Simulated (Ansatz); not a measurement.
Input:

Ru:
```
CELL_PARAMETERS angstrom
      0.00000     2.69533     2.69533
      2.69533     0.00000     2.69533
      2.69533     2.69533     0.00000
ATOMIC_POSITIONS crystal
  Ru 0.00000 0.00000 0.00000
  Ru 0.25000 0.25000 0.25000
```

This is the PBEsol-relaxed structure.

**Question.** All from DFT-PBEsol in the program Ansatz with PAW potentials, unless another level is named. Predict the bulk modulus (Birch–Murnaghan fit).

**Answer.** 182 GPa.

**Question.** Next, the highest zone-centre frequency?

**Answer.** 33.2 meV.

Space group Fd-3m (diamond). The start of the workflow was typed in or built on a structure type; neither database checked (COD, Materials Project) lists it. It is not the phase usual at ambient conditions (space group No. 194). The cell was relaxed with PBEsol under the symmetry of its start. At this level the phase is mechanically unstable. The workflow began spin-polarised and lost its moments.

Potentials: the later of the program's two PAW sets.
